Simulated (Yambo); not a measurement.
Yambo run on BaO (NiAs type, space group P6_3/mmc, No. 194). The wavefunctions come from this Quantum ESPRESSO step (PBEsol, PseudoDojo standard norm-conserving files, scalar-relativistic):

```
&CONTROL
  calculation = 'nscf'
  pseudo_dir = './pseudo'
  outdir = './out'
/
&SYSTEM
  ibrav = 0
  nat = 4
  ntyp = 2
  ecutwfc = 84.0
  ecutrho = 336.0
  occupations = 'fixed'
  force_symmorphic = .true.
  nbnd = 123
/
&ELECTRONS
  conv_thr = 4e-09
  diago_full_acc = .true.
  diago_thr_init = 1e-08
/
ATOMIC_SPECIES
O 15.9990 O.upf
Ba 137.3270 Ba.upf
CELL_PARAMETERS angstrom
  3.743414151093   0.000000000000   0.000000000000
 -1.871707075546   3.241891751732   0.000000000000
  0.000000000000   0.000000000000   6.533073399000
ATOMIC_POSITIONS crystal
O   0.000000000000   0.000000000000   0.500000000000
O   0.000000000000   0.000000000000   0.000000000000
Ba   0.333333333333   0.666666666667   0.250000000000
Ba   0.666666666667   0.333333333333   0.750000000000
K_POINTS automatic
6 6 2 0 0 0
```

Yambo input:

```
rim_cut
gw0
dyson
el_el_corr
HF_and_locXC
ppa
em1d
RandQpts= 1000000
RandGvec= 1 Ry
EXXRLvcs= 84 Ry
VXCRLvcs= 336 Ry
Chimod= "HARTREE"
% BndsRnXp
 1 | 121 |
%
NGsBlkXp= 7 Ry
% LongDrXp
 1.0 | 1.0 | 1.0 |
%
PPAPntXp= 27.2114 eV
% GbndRnge
 1 | 121 |
%
GTermKind= "BG"
DysSolver= "n"
ExtendOut
% QPkrange
 1 | 1 | 16 | 17 |
 2 | 2 | 16 | 17 |
 7 | 7 | 16 | 17 |
 8 | 8 | 16 | 17 |
 13 | 13 | 16 | 17 |
 14 | 14 | 16 | 17 |
%
```

k points by index: 1 = Γ, 2 = A, 7 = M, 8 = L, 13 = K, 14 = H.

Table of the .qp output:

```
#    K-point    Band    Eo [eV]    E [eV]    E-Eo [eV]    Vxc [eV]    Vnlxc [eV]    Sc|Eo [eV]    Sc|E [eV]    dSc/dw|Eo [eV]    Re(Z)    Im(Z)
#
    1    16    -0.015261    -0.565431    -0.550170    -18.65345    -23.58203    4.216565    4.378416    -8.003194    0.772728    -0.001419
    1    17    3.337781    3.852015    0.514234    -9.223693    -4.617165    -3.998130    -4.092294    -4.981928    0.845248    -0.979003E-3
    2    16    -1.041281    -1.739502    -0.698220    -17.34781    -22.54761    4.293949    4.501587    -8.090064    0.770825    -0.001765
    2    17    4.102820    4.809475    0.706655    -11.37434    -6.790172    -3.728991    -3.877514    -5.718466    0.826343    -0.001050
    7    16    -0.006391    -0.591212    -0.584821    -18.59998    -23.50847    4.153806    4.323676    -7.902143    0.774952    -0.001399
    7    17    2.446098    2.950828    0.504730    -9.483495    -5.032873    -3.852035    -3.945892    -5.059167    0.843225    -0.972290E-3
    8    16    -0.882508    -1.572632    -0.690125    -17.56748    -22.75704    4.295159    4.499432    -8.052533    0.771646    -0.001587
    8    17    3.810591    4.451107    0.640516    -11.10703    -6.679151    -3.656937    -3.787359    -5.540012    0.830845    -0.001055
    13    16    -0.779512    -1.415109    -0.635597    -18.02537    -23.28108    4.427655    4.620115    -8.237739    0.767615    -0.001469
    13    17    4.258231    4.863899    0.605668    -10.12598    -5.279212    -4.120678    -4.241098    -5.409485    0.834170    -0.836821E-3
    14    16    0.000000    -0.598388    -0.598388    -18.59083    -23.49897    4.136693    4.309745    -7.867733    0.775712    -0.001387
    14    17    4.785684    5.384620    0.598936    -9.776399    -4.728974    -4.329421    -4.448488    -5.408469    0.834195    -0.001158
```
(The two width columns are left out.) Convergence of these settings isn't established.

Geometry relaxed with PBEsol.

This is not the ordinary phase of the substance; no match was found in the copy of COD used, and its stability was not checked.
